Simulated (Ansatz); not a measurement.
Computed with DFT PBE, scalar-relativistic, plane waves, PAW in Ansatz. All cells share a 420 eV cutoff and Γ-centred k meshes spaced at most about 0.3 Å⁻¹ (about 0.25 or finer for metals, 2π included). No spin polarisation in the final relaxations.

All energies are static (0 K, no zero-point motion). All come from trial cells, and lower structures may exist.

**Question.** Order these relaxed structures of Hf₃SnTe₈ by energy, lowest first, with the energy over the lowest of them.
A.

```
CELL_PARAMETERS angstrom
4.02293 0.00000 0.00000
-2.01147 3.48396 0.00000
0.00000 0.00000 28.98444
ATOMIC_POSITIONS crystal
Hf 0.00000 0.00000 0.25191
Hf 0.00000 0.00000 0.50000
Hf 0.00000 0.00000 0.74809
Sn 0.00000 0.00000 0.00000
Te 0.33333 0.66667 0.06291
Te 0.33333 0.66667 0.31234
Te 0.33333 0.66667 0.56039
Te 0.33333 0.66667 0.80846
Te 0.66667 0.33333 0.19154
Te 0.66667 0.33333 0.43961
Te 0.66667 0.33333 0.68766
Te 0.66667 0.33333 0.93709
```

B.

```
CELL_PARAMETERS angstrom
7.29260 -4.04957 0.00000
7.29260 4.04957 0.00000
-0.00605 0.00000 7.01514
ATOMIC_POSITIONS crystal
Hf 0.00000 0.00000 0.00000
Hf 0.24665 0.75335 0.50000
Hf 0.75335 0.24665 0.50000
Sn 0.50000 0.50000 0.00000
Te 0.87841 0.87841 0.33053
Te 0.37889 0.37889 0.35459
Te 0.11572 0.64148 0.82780
Te 0.64148 0.11572 0.82780
Te 0.88428 0.35852 0.17220
Te 0.35852 0.88428 0.17220
Te 0.12159 0.12159 0.66947
Te 0.62111 0.62111 0.64541
```

**Answer.** A (0 meV/atom), B (15 meV/atom). Forms: A Hf and Sn ordered on cadmium iodide sites, P-3m1; B C2/m. Counting Te atoms around Hf and Sn (those within 1.25 times the shortest such distance or 1.15 times the sum of covalent radii, 1.27 where that leaves under three): A has Hf 6, Sn 6; B has Hf 6, Sn 6.

Weakly bound directions are ill-defined at this level, which has no dispersion term (P-3m1, C2/m), and this can change margins and order among such cells. Spin–orbit coupling, which can matter for Hf and Te, is left out. Cells relaxed within their symmetry can be saddle points. Some structure types and database cells were kept out of the candidates from the start, so a known form may be missing.
